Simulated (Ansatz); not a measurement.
PbS:
```cif
data_Pb4S4
_chemical_formula_sum 'S4 Pb4'
_space_group_name_H-M_alt 'F-43m'
_space_group_IT_number 216
_space_group_name_Hall 'F -4 2 3'
_cell_length_a 6.60140
_cell_length_b 6.60140
_cell_length_c 6.60140
_cell_angle_alpha 90.000
_cell_angle_beta 90.000
_cell_angle_gamma 90.000
loop_
_atom_site_label
_atom_site_type_symbol
_atom_site_symmetry_multiplicity
_atom_site_Wyckoff_symbol
_atom_site_fract_x
_atom_site_fract_y
_atom_site_fract_z
_atom_site_occupancy
S1 S 4 c 0.25000 0.25000 0.25000 1
Pb1 Pb 4 a 0.00000 0.00000 0.00000 1
```
(The calculation used a cell of 2 atoms; values per cell refer to that cell.)

Relaxed with r²SCAN.

**Question.** Decompose the optical modes at the zone centre into irreducible representations, and say which are infrared and Raman allowed.

**Answer.** Point group -43m: Γ_opt = T2. Infrared: T2. Raman: T2.

**Question.** Assign frequencies (DFPT, r²SCAN in the plane-wave PAW code Ansatz; without the LO–TO term).

**Answer.** T2 174 cm⁻¹.

The cell is a constructed one: a structure type filled with these elements; neither database checked (COD, Materials Project) lists it. It is not the phase usual at ambient conditions (space group No. 225). Symmetry was held in the r²SCAN relaxation. At this level the phase is dynamically unstable (imaginary phonons). Scalar-relativistic: spin–orbit coupling is off unless named, which matters more the heavier the elements.

Potentials: the later of the program's two PAW sets.
